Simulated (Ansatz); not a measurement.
Input and command of a plane-wave DFT calculation in Ansatz:

```yaml
crystal:
  lattice:
    - [3.1533697549, 3.1533697549, 0.0]
    - [-3.3176077629, 3.3176077629, 0.0]
    - [0.0, 0.0, 6.6352155259]
  atoms:
    - { symbol: In, position: [0.0, 0.5, 0.7527692229] }
    - { symbol: In, position: [0.5, 0.0, 0.7472307771] }
    - { symbol: In, position: [0.5, 0.0, 0.2527692229] }
    - { symbol: In, position: [0.0, 0.5, 0.2472307771] }
    - { symbol: Au, position: [0.0, 0.0, 0.0] }
    - { symbol: Au, position: [0.5, 0.5, 0.5] }
basis:
  ecutwfc: 500
kpoints:
  mp_grid: { grid: [8, 8, 6] }
hamiltonian:
  xc: r2scan
scf:
  occupations: { method: gaussian, width: 0.1 }
output:
  forces: true
  stress: true
  eigenvalues: true
relax:
  adjacent_minimum: "off"
  f_tol: 0.008
  max_steps: 40
  cell: { stress_tol: 0.015, fix: [a, angles] }
```

```bash
ansatz run input.yaml --threads 1 --pin off --max-ram 2560MiB --backend cpu --events-out ev --progress --plain --runs-dir out
```

Processor: Oxide Virtual Turin-like Processor (Zen 5), 1 thread, on a host shared with other jobs.

Task: How long does it run, and how much memory does it take?

Result: About 5 min on 1 thread of Oxide Virtual Turin-like Processor (Zen 5), with other jobs on the host, peak memory 1.2 GiB. It solves 54 bands at 100 k points (the mesh reduced by symmetry) with about 3549 plane waves (on the last cell), in 33 SCF iterations over 5 ionic steps.
